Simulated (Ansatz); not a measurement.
# Computed properties of AlPt3C

AlPt₃C (anti-perovskite, Pm-3m), a = 4.1523 Å, b = 4.1523 Å, c = 4.1523 Å, α = 90.00°, β = 90.00°, γ = 90.00°.

Space group Pm-3m (No. 221), anti-perovskite; conventional cell a = b = c = 4.152 Å, α = β = γ = 90.00°.

Method: r²SCAN (plane waves, PAW; program Ansatz). Structure relaxed to zero pressure with the same functional. Other levels are named where they apply.

### Cell and energy

```yaml
volume_per_atom: 14.32 Å³
density: 14.48 g/cm³
Formation energy from the elements (no fitted shifts): 0.21 eV/atom
```

### Electronic structure

```yaml
electronic_character: metallic (no gap)
Density of states at the Fermi level: 0.51 states/eV per atom (mean over ±0.08 eV)
Gap with spin–orbit coupling: none (metallic)
```

### Mechanics

```yaml
Bulk modulus (Birch–Murnaghan fit): 221 GPa
Pressure derivative B′: 4.9
Elastic constants (relaxed ions, GPa): C11 = 312, C12 = 176, C44 = -14.7
mechanical_stability: unstable (C has a negative eigenvalue)
```

The start of the workflow was typed in or built on a structure type; neither database checked (COD, Materials Project) lists it. Its standing as an ambient phase is unchecked. The r²SCAN relaxation kept the symmetry of its start. No spin polarisation was allowed. Its formation energy is positive at this level, so the cell may be metastable or incomplete. As this level gives no gap, shear constants depend on the k-mesh and smearing (Fermi–Dirac, 0.1 eV here). The references are the lowest solids computed at this level, not always the standard phases. Scalar-relativistic: spin–orbit coupling is off unless named, which matters more the heavier the elements.

Potentials: the later of the program's two PAW sets.
